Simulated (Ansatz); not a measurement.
Si2W:
Space group I4/mmm (No. 139); a = b = 3.212 Å, c = 7.807 Å, α = β = γ = 90.00°

```tsv
atom	site	symmetry	x	y	z
Si	4e	4mm	0.0000	0.0000	0.3348
W	2a	4/mmm	0.0000	0.0000	0.0000
```
(The calculation used a cell of 3 atoms; values per cell refer to that cell.)

Relaxed with r²SCAN.

**Question.** Decompose the optical modes at the zone centre into irreducible representations, and say which are infrared and Raman allowed.

**Answer.** Point group 4/mmm: Γ_opt = A1g + A2u + Eg + Eu. Infrared: A2u, Eu. Raman: A1g, Eg.

**Question.** Assign frequencies (DFPT, the program Ansatz at the r²SCAN level (PAW)).

**Answer.** Eu 265, A2u 311, Eg 341, A1g 455 cm⁻¹.

Symmetry was held in the r²SCAN relaxation; of distortions, only those at the zone centre were tested. No spin polarisation was allowed. As this level gives no gap, phonon frequencies hold no LO–TO term and depend on the k-mesh and smearing (Fermi–Dirac, 0.1 eV here). Scalar-relativistic: spin–orbit coupling is off unless named, which matters more the heavier the elements.

Potentials: the earlier of the program's two PAW sets.
